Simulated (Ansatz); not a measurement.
Ansatz (an electronic-structure program) input:

Ansatz 0.2 input:
```yaml
crystal:
  lattice:
    - [2.9348481223, 0.0, 0.0]
    - [-1.4674240611, 2.5416530302, 0.0]
    - [0.0, 0.0, 4.6420174073]
  atoms:
    - { symbol: Ti, position: [0.3333333333, 0.6666666667, 0.25] }
    - { symbol: Ti, position: [0.6666666667, 0.3333333333, 0.75] }
kpoints:
  mp_grid: { grid: [16, 16, 9] }
hamiltonian:
  xc: r2scan
  pseudopotentials: { azcp: { folder: ./paw }, kind: paw }
scf:
  occupations: { method: fermi_dirac, width: 0.1 }
phonons:
  method: dfpt
  response_accuracy: low
  eigenvectors: true
  rigid_motions: translations
```

Output (shortened):

```
Pseudopotential: Ti, paw, valence charge 12
Functional definition: r2SCAN
Crystal: 2 atoms, lattice volume = 34.627 Å³
Basis set: ecut = 500 eV, 881 PW (Γ), exchange–correlation on 120×120×180 points (125 copies of the dense FFT grid, shifted against one another)
Bands: 16, of which v1, the nominal top of the filled ones, is band 12 counted from 1 (11 counted from 0)
Symmetry: 24 space group operations
k-points: 617 of 2304 (irreducible under 2 space group operations, time reversal used)
SCF iter   1: F=—  HF=-5009.143540 eV  |F-HF|=—  |Δ(HF+E_count)|=         —  Δρ=6.90e-2  dr2=1.68e0  dr2_τ=5.76e-2  ethr=3.10e-3  ⟨swp⟩=3.5  Hψ=37353  notcnv=0
preconditioner: auto → none
SCF iter   2: F=—  HF=-5008.818281 eV  |F-HF|=—  |Δ(HF+E_count)|=   3.25e-1  Δρ=2.72e-2  dr2=2.80e-1  dr2_τ=6.46e-3  ethr=3.10e-3  ⟨swp⟩=4.4  Hψ=74497  notcnv=0
automatic band count: the SCF goes on with 20 bands, as 16 were too few: they end inside the smearing window of the response
SCF iter   3: F=—  HF=-5008.771690 eV  |F-HF|=—  |Δ(HF+E_count)|=   4.66e-2  Δρ=5.21e-3  dr2=4.72e-3  dr2_τ=9.81e-4  ethr=1.17e-3  ⟨swp⟩=3.0  Hψ=25627  notcnv=0  defer=160
SCF iter   4: F=—  HF=-5008.776390 eV  |F-HF|=—  |Δ(HF+E_count)|=   4.70e-3  Δρ=7.00e-4  dr2=6.28e-5  dr2_τ=5.97e-6  ethr=1.97e-5  ⟨swp⟩=3.0  Hψ=24360  notcnv=0  defer=160
SCF iter   5: F=—  HF=-5008.776493 eV  |F-HF|=—  |Δ(HF+E_count)|=   1.03e-4  Δρ=1.22e-4  dr2=2.77e-6  dr2_τ=2.61e-7  ethr=2.61e-7  ⟨swp⟩=3.0  Hψ=20364  notcnv=0  defer=160
SCF iter   6: F=—  HF=-5008.776494 eV  |F-HF|=—  |Δ(HF+E_count)|=   6.97e-7  Δρ=1.86e-5  dr2=6.30e-8  dr2_τ=8.32e-9  ethr=1.15e-8  ⟨swp⟩=2.9  Hψ=19898  notcnv=0  defer=160
SCF iter   7: F=—  HF=-5008.776494 eV  |F-HF|=—  |Δ(HF+E_count)|=   1.68e-8  Δρ=5.00e-6  dr2=5.74e-9  dr2_τ=2.88e-10  ethr=2.63e-10  ⟨swp⟩=2.9  Hψ=19387  notcnv=0  defer=160
SCF iter   8: F=—  HF=-5008.776494 eV  |F-HF|=—  |Δ(HF+E_count)|=  7.42e-10  Δρ=8.03e-7  dr2=2.34e-10  dr2_τ=9.25e-12  ethr=2.39e-11  ⟨swp⟩=2.2  Hψ=18583  notcnv=0  defer=160
SCF iter  10: F=-5008.776494 eV  HF=-5008.776494 eV  |F-HF|=1.82e-12  |Δ(HF+E_count)|=  2.73e-12  Δρ=1.38e-8  dr2=6.40e-14  dr2_τ=1.88e-15  ethr=1.00e-12  ⟨swp⟩=4.6  Hψ=38640  notcnv=0
SCF 1 converged in 10 iterations: F = -5008.776494 eV  dr2 = 6.40e-14
DFPT response loops at Γ: preconditioner auto → Kerker (q_TF=auto, 2.567 Å⁻¹) (partly filled bands, converged f_vac=0.000) …
SCF converged after 10 iterations
Free energy (F): -5008.776494 eV
Harris-Foulkes:  -5008.776494 eV  (|F-HF|=1.82e-12)
Internal energy: -5008.711706 eV  (E = F + TS)
E sigma→0 (E₀):  -5008.744100 eV
Entropy (-TS):   -0.064788 eV (-32.394 meV/atom)
Fermi energy:    13.361303 eV
--- Per-component energies (eV) ---
  E_band       = -342.122939
  E_kinetic    = 561.745122
  E_local      = -1734.987911  (includes V_loc(G=0)·N_el)
  E_nonlocal   = 119.163256
  E_hartree    = 685.608752
  E_xc         = -223.930423
  E_vxc        = -321.210265  (∫ρ·V_xc dr)
  E_paw        = -2101.193927  (= ΣΔE_a)
  E_vpaw       = -358.743298  (= ΣTr[D̂ρ^β])
  E_aug_tail   = -0.000051  (compensation charges beyond the density's cutoff)
  E_vtau       = 20.692716  (kinetic-family band-sum trace: ∫τ·v_τ [+ j·A + Jᵃ·Aᵃ] dr)
  E_ewald      = -2314.609612
  E_core_change = -0.506913  (= ΣΔE_core)
  E_smearing   = -0.064788  (= −TS)
  E_closure    = 0.000000  (closes the sum)
  Σ components = -5008.776494   (vs F -5008.776494, Δ=0.00e0)
  [band-id]    e_kinetic+e_local+e_nonlocal+2·e_hartree+e_vxc+e_vpaw+e_augmentation_tail+e_vtau = -342.122926   (vs E_band -342.122939, Δ=1.26e-5)
--- Band table (eV; the first three rows and the last of 617) ---
  k-point 0: bands = ["-45.8662", "-45.7218", "-21.4149", "-20.7510", "-20.7510", "-20.6705", "-20.6469", "-20.6469", "6.7272", "10.5105", "13.9722", "14.2415", "14.2415", "14.3626", "14.7756", "14.7756", "15.2017", "15.2017", "16.7705", "16.7705"]
  k-point 1: bands = ["-45.8619", "-45.7262", "-21.3933", "-20.7479", "-20.7479", "-20.6939", "-20.6501", "-20.6501", "6.8369", "10.4475", "13.8043", "14.1922", "14.1922", "14.2986", "14.7157", "14.7157", "15.3206", "15.3206", "16.7784", "16.7784"]
  k-point 2: bands = ["-45.8496", "-45.7389", "-21.3309", "-20.7610", "-20.7389", "-20.7389", "-20.6592", "-20.6592", "7.1589", "10.2106", "13.4799", "14.1104", "14.1104", "14.1184", "14.5644", "14.5644", "15.6022", "15.6022", "16.7739", "16.7739"]
  k-point 616: bands = ["-45.7232", "-45.7149", "-21.2434", "-21.2277", "-20.9638", "-20.9367", "-20.7933", "-20.7686", "11.1920", "11.3358", "12.5968", "12.7890", "13.1988", "13.3330", "14.9247", "15.2751", "16.7858", "17.0811", "18.2724", "18.5724"]
--- Phonons (Γ-DFPT): 2 representative perturbations + reference, on 617 of 2304 k-points (Σ response iterations 13) ---
  ASR residual: 2.118e-3 → 0.000e0 eV/Å²; symmetrization residual: 4.543e-7 eV/Å²
  ASR residual per site (eV/Å²): 2.12e-3 2.12e-3
  Γ frequencies (cm⁻¹): 0.00 0.00 0.00 138.51 138.51 181.54
  non-analytic LO–TO correction: not included (Born effective charges unavailable; polar crystals: no LO–TO splitting at Γ)
```

Cost: about 2.9 core-minutes (a rough figure) on shared cores.

Space group P6_3/mmc (hcp (Mg type)). The r²SCAN relaxation kept the symmetry of its start; of distortions, only those at the zone centre were tested. No spin polarisation was allowed. As this level gives no gap, phonon frequencies hold no LO–TO term and depend on the k-mesh and smearing (Fermi–Dirac, 0.1 eV here).

Potentials: the earlier of the program's two PAW sets.

Ansatz is a plane-wave DFT program.
